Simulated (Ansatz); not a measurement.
Structure: Si3Ge as one 4-atom ordering (R3m) on the diamond lattice, at its r2SCAN minimum. The symmetry is R3m (No. 160, trigonal); conventional cell a = 3.885 Å, c = 19.023 Å, 20.72 Å³ an atom. Si is surrounded by 3 Si at 2.37 Å and 1 Ge at 2.40 Å; Si is surrounded by 1 Si at 2.35 Å and 3 Ge at 2.39 Å; Si is surrounded by 4 Si at 2.35–2.37 Å; Ge is surrounded by 4 Si at 2.39–2.40 Å.

```
CELL_PARAMETERS angstrom
1.94265 1.12159 6.34097
-1.94265 1.12159 6.34097
0.00000 -2.24318 6.34097
ATOMIC_POSITIONS crystal
Si 0.00134 0.00134 0.00134
Si 0.49871 0.49871 0.49871
Si 0.37501 0.37501 0.37501
Ge 0.87495 0.87495 0.87495
```

3 runs of Ansatz on this cell differ in the functional (and in the settings that go with it). Levels are in eV from each run's valence top; v1 is the last filled band, c1 the first empty one.

Run A, mean stress 0.0 GPa (compression positive):
```tsv
point	v2	v1	c1	c2
Γ	0.00	0.00	1.81	3.21
T	-0.70	-0.70	2.35	2.44
H₂	-2.66	-2.56	2.31	2.61
L	-2.60	-2.39	1.92	2.31
S₀	-2.88	-2.47	2.04	4.03
F	-1.39	-1.38	1.15	1.31
```

Run B, mean stress 0.0 GPa (compression positive):
```tsv
point	v2	v1	c1	c2
Γ	0.00	0.00	1.45	2.67
T	-0.71	-0.71	1.97	2.04
H₂	-2.57	-2.49	1.91	2.23
L	-2.50	-2.31	1.52	1.94
S₀	-2.79	-2.39	1.66	3.61
F	-1.35	-1.35	0.80	0.97
```

Run C, mean stress -0.1 GPa (compression positive):
```tsv
point	v2	v1	c1	c2
Γ	0.00	0.00	2.45	3.86
T	-0.72	-0.72	2.99	3.07
H₂	-2.72	-2.61	2.96	3.26
L	-2.65	-2.43	2.57	2.96
S₀	-2.94	-2.51	2.68	4.70
F	-1.41	-1.40	1.79	1.95
```

Question: Match the runs to r2SCAN, HSE06, PBE0.

Answer: A is HSE06, B is r2SCAN, C is PBE0. In order of the gap: r2SCAN 0.72, HSE06 1.07, PBE0 1.71 eV.

Note: simulated data, non-magnetic, for a generated structure that need not be the stable one.

The runs are scalar-relativistic, without spin-orbit coupling.

The stress of a hybrid is loosely converged in these runs.
